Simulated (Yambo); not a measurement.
## Convergence of the G0W0 gap of Ba₂WZnO₆

G0W0@PBEsol for Ba$_{2}$WZnO$_{6}$ (space group Fm-3m, No. 225) in Yambo. Reference settings: 2×2×2 Γ-centred k mesh, bands 6 to 222 and a 7 Ry block in the screening, 222 bands in G with the Bruneval-Gonze terminator, plasmon pole fitted at 27.2 eV. The PBEsol gap Γ → X on this mesh is 2.88 eV; G0W0 gaps are taken between the same points.

```tsv
change from the reference	G0W0 gap Γ → X (eV)	shift of the valence edge (eV)	rough Yambo cost
reference settings	4.44	-0.39	1
97 bands in W, 97 bands in G	4.63	-0.18	about 1/3
151 bands in W, 151 bands in G	4.50	-0.32	within a factor of two
151 bands in G	4.45	-0.38	–
97 bands in G	4.48	-0.34	–
114 bands in W	4.55	-0.27	within a factor of two
2 Ry block	4.68	-0.47	within a factor of two
3 Ry block	4.57	-0.40	within a factor of two
6 Ry block	4.44	-0.37	within a factor of two
pole fitted at 10 eV	4.39	-0.28	–
no random integration	4.37	-0.12	–
97 bands in G, no terminator	4.67	0.36	–
no terminator	4.49	-0.16	–
151 bands in G, no terminator	4.54	0.03	–
```

The reference isn't shown to be the converged limit. Costs are rough (shared machines), scaled to the same edge states, and given only for runs that recompute the screening.

Spin-orbit coupling is left out, which matters for elements this heavy: edges can move by tenths of an eV.

Geometry of the Materials Project entry, not relaxed at this level; primitive cell a = 5.8411 Å, b = 5.8411 Å, c = 5.8411 Å, α = 60.00°, β = 60.00°, γ = 60.00°.

A shift is the quasiparticle energy of the state minus its PBEsol energy.
